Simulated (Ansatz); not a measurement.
Input:

IrO2:
Space group P4₂/mnm (No. 136); a = b = 4.4328 Å, c = 3.1366 Å, α = β = γ = 90.00°

```csv
atom,site,symmetry,x,y,z
Ir,2a,m.mm,0.0000,0.0000,0.0000
O,4f,m.2m,0.3091,0.3091,0.0000
```

This is the LDA-relaxed structure.

Problem. All from plane-wave PAW LDA (Ansatz code), unless another level is named. Predict the electronic character.

Solution. metallic (no gap).

Problem. Give the density of states at the Fermi level.

Solution. 0.46 states/eV per atom (mean over ±0.08 eV).

Problem. Next, the formation energy from the elements (no fitted shifts)?

Solution. -0.97 eV/atom.

Space group P4_2/mnm (rutile). The cell was relaxed with LDA under the symmetry of its start; of distortions, only those at the zone centre were tested. The run is not spin-polarised. The volume moved by -18 % from the start of the relaxation. The references are the lowest solids computed at this level, not always the standard phases (solids in place of the gases). Scalar-relativistic: spin–orbit coupling is off unless named, which matters more the heavier the elements.

Potentials: the later of the program's two PAW sets.
